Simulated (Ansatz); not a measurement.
Space group I4/mcm (No. 140). a = 5.085 Å, b = 5.085 Å, c = 4.234 Å, α = 90.00°, β = 90.00°, γ = 90.00°
| atom | site | symmetry | x | y | z |
| --- | --- | --- | --- | --- | --- |
| Cr | 8h | m.2m | 0.1654 | 0.6654 | 0.0000 |
| B | 4a | 422 | 0.0000 | 0.0000 | 0.2500 |

Equation of state of this Cr2B structure (not necessarily the ground state), with shape and atoms relaxed at each volume where symmetry leaves them free. It has no gap at any of these volumes. Level of theory: DFT PBEsol, scalar-relativistic, plane waves, PAW in Ansatz.

Settings: cutoff 420 eV, Γ-centred mesh 12×12×12 on the computed 6-atom cell, Gaussian smearing of 0.10 eV; no spin polarisation.

```csv
V (Å³/atom),E − E(largest V) (meV/atom),P (GPa)
8.030,83.58,52.22
8.304,8.66,35.99
8.578,-40.57,22.10
8.851,-67.79,10.19
9.125,-76.17,0.00
9.399,-68.41,-8.73
9.673,-46.84,-16.20
10.038,0.00,-24.49
```

Fit a third-order Birch–Murnaghan equation to E(V).

V0 = 9.12 Å³/atom, B0 = 314 GPa, B0' = 4.1.

Spin polarisation was left out, and a magnetic state may lie lower.